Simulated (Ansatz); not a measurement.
**CoW: computed property card**

CoW:
```
CELL_PARAMETERS angstrom
      0.00000     2.40994     2.40994
      2.40994     0.00000     2.40994
      2.40994     2.40994     0.00000
ATOMIC_POSITIONS crystal
  Co 0.00000 0.00000 0.00000
  W  0.50000 0.50000 0.50000
```

Space group Fm-3m (No. 225), rock salt; conventional cell a = b = c = 4.820 Å, α = β = γ = 90.00°.

Method: the program Ansatz at the PBEsol level (PAW). Structure relaxed to zero pressure with the same functional. Other levels are named where they apply.

Cell and energy:

| Property | Result |
|---|---|
| Volume per atom | 14.00 Å³ |
| Density | 14.40 g/cm³ |
| Formation energy from the elements (no fitted shifts) | 0.85 eV/atom |

Electronic structure:

| Item | Value |
|---|---|
| Electronic character | metallic (no gap) |
| Density of states at the Fermi level | 1.5 states/eV per atom (mean over ±0.08 eV) |
| Gap with spin–orbit coupling | none (metallic) |

Magnetism:

| Item | Result |
|---|---|
| Magnetic order | non-magnetic (starting moments vanished) |

Mechanics:

| Item | Value |
|---|---|
| Bulk modulus (Birch–Murnaghan fit) | 256 GPa |
| Pressure derivative B′ | 4.4 |
| Elastic constants (relaxed ions, GPa) | C11 = 403, C12 = 183, C44 = -25.3 |
| Mechanical stability | unstable (C has a negative eigenvalue) |

Phonons:

| Quantity | Value |
|---|---|
| Highest zone-centre frequency | 168 cm⁻¹ |
| Zone-centre stability | no imaginary mode at Γ |

The start of the workflow was typed in or built on a structure type; neither database checked (COD, Materials Project) lists it. Whether it is the stable phase at ambient conditions was not checked. Symmetry was held in the PBEsol relaxation. The workflow began spin-polarised and lost its moments. Its formation energy is positive at this level, so the cell may be metastable or incomplete. As this level gives no gap, shear constants depend on the k-mesh and smearing (Fermi–Dirac, 0.1 eV here). As this level gives no gap, phonon frequencies hold no LO–TO term and depend on the k-mesh and smearing (Fermi–Dirac, 0.1 eV here). The references are the lowest solids computed at this level, not always the standard phases. Scalar-relativistic: spin–orbit coupling is off unless named, which matters more the heavier the elements.

Potentials: the earlier of the program's two PAW sets. The files were generated under PBE; for other functionals the program regenerates the frozen cores, and for LDA and PBEsol the local potential too.
